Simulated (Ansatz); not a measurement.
RuW:
```cif
data_RuW
_chemical_formula_sum 'Ru1 W1'
_space_group_name_H-M_alt 'P-6m2'
_space_group_IT_number 187
_space_group_name_Hall 'P -6 2'
_cell_length_a 2.74046
_cell_length_b 2.74046
_cell_length_c 4.38881
_cell_angle_alpha 90.000
_cell_angle_beta 90.000
_cell_angle_gamma 120.000
loop_
_atom_site_label
_atom_site_type_symbol
_atom_site_symmetry_multiplicity
_atom_site_Wyckoff_symbol
_atom_site_fract_x
_atom_site_fract_y
_atom_site_fract_z
_atom_site_occupancy
Ru1 Ru 1 b 0.00000 0.00000 0.50000 1
W1 W 1 e 0.66667 0.33333 0.00000 1
```

Relaxed at zero pressure with DFT-LDA in the program Ansatz with PAW potentials.

**Question.** The volume is lowered by 3 % and shape and atoms relax at that volume. What pressure results, and how do the axes share the change?

**Answer.** 11.1 GPa; a -1.0 %, b -1.0 %, c -1.0 %; the energy rises by 14 meV/atom.

**Question.** Give the new structure.

**Answer.** 
Space group P-6m2 (No. 187); a = b = 2.7121 Å, c = 4.3467 Å, α = β = 90.00°, γ = 120.00°

```csv
atom,site,symmetry,x,y,z
Ru,1b,-6m2,0.0000,0.0000,0.5000
W,1e,-6m2,0.6667,0.3333,0.0000
```

The phase is kept; no other phase was compared at this pressure.

The workflow started from a Materials Project entry (that database holds measured and hypothetical structures alike); the Crystallography Open Database copy checked does not list it. With Ru and W taken as one species the cell has the higher symmetry P6_3/mmc, so it may be an ordered model of a mixed-site phase. Whether it is the stable phase at ambient conditions was not checked. Symmetry was held in the LDA relaxation; its stability against distortions is not shown here. No spin polarisation was allowed. Axis ratios of metals converge slowly with the k-mesh, so a and c are less sure than the volume. Spin–orbit coupling is left out wherever it is not named.

Potentials: the later of the program's two PAW sets.
